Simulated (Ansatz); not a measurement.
BN: projected DOS by orbital

```yaml
crystal:
  lattice:
    - [2.53600, 0.00000, 0.00000]
    - [-1.26800, 2.19624, 0.00000]
    - [0.00000, 0.00000, 4.19900]
  atoms:
    - { symbol: B, position: [0.66667, 0.33333, 0.00000] }
    - { symbol: B, position: [0.33333, 0.66667, 0.50000] }
    - { symbol: N, position: [0.66667, 0.33333, 0.37500] }
    - { symbol: N, position: [0.33333, 0.66667, 0.87500] }
```

Atom numbers follow the list: B1, B2, N3, N4.

The geometry is COD entry 9011660, unchecked; take it as a test cell. Its inner coordinates are ideal values, not refined ones.

These are results of DFT, PBE, all-electron LAPW, scalar-relativistic in Ansatz 0.2.0, not measurements.

Numerical set-up: a Γ-centred 12×12×6 k mesh, Fermi–Dirac smearing of 0.01 eV, basis error target 1 meV/atom, no spin polarisation.

States per eV for one atom of each kind, in 0.4 eV bins named by their centres, from the valence-band top, projected on a minimal set of Löwdin-orthogonalised atomic shells; orbitals are real harmonics on the Cartesian axes, equal curves share a column, and empty bins are left out, as is all above 8.3 eV, near the top of the computed bands.

B1 2p:

```
# E all pz px=py
-10.5 0.01 0.01 0.00
-10.1 0.03 0.02 0.01
-9.7 0.08 0.03 0.02
-9.3 0.15 0.04 0.05
-8.9 0.14 0.05 0.05
-8.5 0.10 0.03 0.03
-8.1 0.10 0.03 0.03
-7.7 0.11 0.04 0.04
-7.3 0.09 0.03 0.03
-6.9 0.12 0.04 0.04
-6.5 0.13 0.04 0.04
-6.1 0.14 0.04 0.05
-5.7 0.17 0.05 0.06
-5.3 0.16 0.04 0.06
-4.9 0.19 0.04 0.07
-4.5 0.20 0.05 0.07
-4.1 0.23 0.08 0.07
-3.7 0.22 0.09 0.07
-3.3 0.31 0.15 0.08
-2.9 0.25 0.09 0.08
-2.5 0.19 0.06 0.06
-2.1 0.13 0.03 0.05
-1.7 0.08 0.02 0.03
-1.3 0.06 0.02 0.02
-0.9 0.03 0.01 0.01
-0.5 0.02 0.00 0.01
5.5 0.01 0.00 0.00
5.9 0.02 0.00 0.01
6.3 0.03 0.00 0.02
6.7 0.11 0.03 0.04
7.1 0.31 0.09 0.11
7.5 0.33 0.09 0.12
7.9 0.38 0.11 0.14
```

N3 2p:

```
# E all pz px=py
-10.5 0.02 0.02 0.00
-10.1 0.10 0.04 0.03
-9.7 0.25 0.08 0.09
-9.3 0.41 0.11 0.15
-8.9 0.44 0.16 0.14
-8.5 0.32 0.12 0.10
-8.1 0.32 0.09 0.11
-7.7 0.36 0.11 0.13
-7.3 0.25 0.08 0.09
-6.9 0.33 0.12 0.11
-6.5 0.36 0.13 0.12
-6.1 0.36 0.12 0.12
-5.7 0.44 0.13 0.15
-5.3 0.42 0.11 0.16
-4.9 0.49 0.12 0.19
-4.5 0.51 0.14 0.19
-4.1 0.60 0.22 0.19
-3.7 0.60 0.24 0.18
-3.3 0.85 0.39 0.23
-2.9 0.72 0.27 0.22
-2.5 0.59 0.18 0.21
-2.1 0.44 0.12 0.16
-1.7 0.33 0.09 0.12
-1.3 0.26 0.07 0.09
-0.9 0.18 0.04 0.07
-0.5 0.10 0.02 0.04
-0.1 0.02 0.00 0.01
5.9 0.01 0.00 0.00
6.3 0.01 0.00 0.01
6.7 0.03 0.01 0.01
7.1 0.08 0.03 0.02
7.5 0.08 0.03 0.02
7.9 0.08 0.03 0.03
```

B1 2s:

```
# E all
-10.5 0.01
-10.1 0.03
-9.7 0.07
-9.3 0.10
-8.9 0.11
-8.5 0.08
-8.1 0.07
-7.7 0.08
-7.3 0.05
-6.9 0.05
-6.5 0.05
-6.1 0.05
-5.7 0.05
-5.3 0.04
-4.9 0.04
-4.5 0.03
-4.1 0.03
-3.7 0.03
-3.3 0.03
-2.9 0.02
-2.5 0.01
-2.1 0.01
6.7 0.01
7.1 0.05
7.5 0.05
7.9 0.06
```

N3 2s:

```
# E all
-9.7 0.01
-9.3 0.02
-8.9 0.03
-8.5 0.03
-8.1 0.03
-7.7 0.04
-7.3 0.03
-6.9 0.03
-6.5 0.03
-6.1 0.02
-5.7 0.02
-5.3 0.02
-4.9 0.02
-4.5 0.02
-4.1 0.02
-3.7 0.02
-3.3 0.01
-2.9 0.01
-2.5 0.01
6.7 0.03
7.1 0.10
7.5 0.11
7.9 0.12
```
